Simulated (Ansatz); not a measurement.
W (bcc (W type)), relaxed with LDA (Ansatz, a quantum-chemistry and plane-wave program, plane waves, PAW): a = b = c = 3.136 Å, α = β = γ = 90.00°.

| Item | Value |
|---|---|
| B₀ by P(V) fit (GPa) | 335 |
| K_Hill (GPa) | 335 |
| G_Hill (GPa) | 159 |
| Θ_D (K) | 378 |

The same phase is relaxed and computed with PBE in the same code. What are the cell and these values now?

a = 3.1837 Å, b = 3.1837 Å, c = 3.1837 Å, α = 90.00°, β = 90.00°, γ = 90.00°.

- B₀ by P(V) fit (GPa) = 304
- K_Hill (GPa) = 303
- G_Hill (GPa) = 148
- Θ_D (K) = 368

All cells were relaxed under the symmetry of their starts (and spin orders); stability against distortions was not tested throughout. Named crystals with no word on spin ran without spin polarisation. Spin–orbit coupling is left out wherever it is not named.

Potentials: the earlier of the program's two PAW sets. The files were generated under PBE; for other functionals the program regenerates the frozen cores, and for LDA and PBEsol the local potential too.

Ansatz is a plane-wave DFT program.
